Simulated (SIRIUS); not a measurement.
A self-consistent single point of AlCo (P4/mmm, 2 atoms in the cell; from Materials Project mp-284, changed as shown).

```
CELL_PARAMETERS angstrom
      2.81940     0.00000     0.00000
      0.00000     2.81940     0.00000
      0.00000     0.00000     2.76301
ATOMIC_POSITIONS crystal
  Al 0.00000 0.00000 0.00000
  Co 0.50000 0.50000 0.50000
```

Computed with PBEsol, GBRV PBEsol ultrasoft pseudopotentials (plane waves; SIRIUS).

SIRIUS settings:

```
key                                                                      value
--------------------------------------  --------------------------------------
parameters.ngridk                                                     10 10 10
parameters.xc_functionals                 [XC_GGA_X_PBE_SOL, XC_GGA_C_PBE_SOL]
parameters.gk_cutoff                                              6.325 1/bohr
parameters.pw_cutoff                                             14.143 1/bohr
parameters.smearing                                                fermi_dirac
parameters.smearing_width                                        0.00367493 Ha
potentials                              GBRV PBEsol ultrasoft pseudopotentials
parameters.electronic_structure_method                         pseudopotential
parameters.num_bands                                                        14
parameters.num_mag_dims                                                      0
parameters.num_dft_iter                                                    100
parameters.energy_tol                                                 1e-07 Ha
parameters.density_tol                                                   1e-06
mixer.type                                                            anderson
mixer.beta                                                                 0.5
mixer.use_hartree                                                        false
```

Results:

```
Item                                                     Result
------------------------------------------------  -------------
Number of valence electrons                                  20
Number of bands                                              14
Number of k-points after the program's reduction            126
Number of plane waves (most at a k-point)                   649
Number of SCF iterations                                     29
FFT grid                                           27 × 27 × 27
Free energy E − TS                                -4150.0355 eV
Fermi level (on the code's own zero)                   15.09 eV
Pressure                                               4.89 GPa
```

Stress (GPa, positive for compression):
```
3.55  0.00  0.00
0.00  3.55  0.00
0.00  0.00  7.57
```

For comparison: a first run was changed to give this one (lattice vector c scaled by 0.98), and from it to this one the free energy goes up by 5.6 meV/atom and the pressure goes from 0.68 to 4.89 GPa.

The run has no spin polarisation, so moments on Co cannot form. The structure comes from a collection of computed structures, made at another level of theory; the collection holds predicted forms beside known ones.

Cost on one core: about 25 core-seconds (a rough figure).
